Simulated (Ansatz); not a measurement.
Here is the system:

BaTiO₃:
```cif
data_BaO3Ti
_chemical_formula_sum 'Ti1 Ba1 O3'
_space_group_name_H-M_alt 'P4mm'
_space_group_IT_number 99
_space_group_name_Hall 'P 4 -2'
_cell_length_a 3.97187
_cell_length_b 3.97187
_cell_length_c 4.11405
_cell_angle_alpha 90.000
_cell_angle_beta 90.000
_cell_angle_gamma 90.000
loop_
_atom_site_label
_atom_site_type_symbol
_atom_site_symmetry_multiplicity
_atom_site_Wyckoff_symbol
_atom_site_fract_x
_atom_site_fract_y
_atom_site_fract_z
_atom_site_occupancy
Ti1 Ti 1 b 0.50000 0.50000 0.45242 1
Ba1 Ba 1 a 0.00000 0.00000 0.93434 1
O1 O 1 b 0.50000 0.50000 0.89508 1
O2 O 2 c 0.00000 0.50000 0.41208 1
```

This is the r²SCAN-relaxed structure.

Task: All from the program Ansatz at the r²SCAN level (PAW), unless another level is named. Predict the band gap.

Result: 2.23 eV (indirect).

Task: Give the hole effective mass.

Result: 0.84, 0.84, 23 mₑ (principal values).

Task: Give the valence-band maximum.

Result: at A.

The cell was relaxed with r²SCAN under the symmetry of its start. No spin polarisation was allowed. Spin–orbit coupling is left out wherever it is not named.

Potentials: the later of the program's two PAW sets.
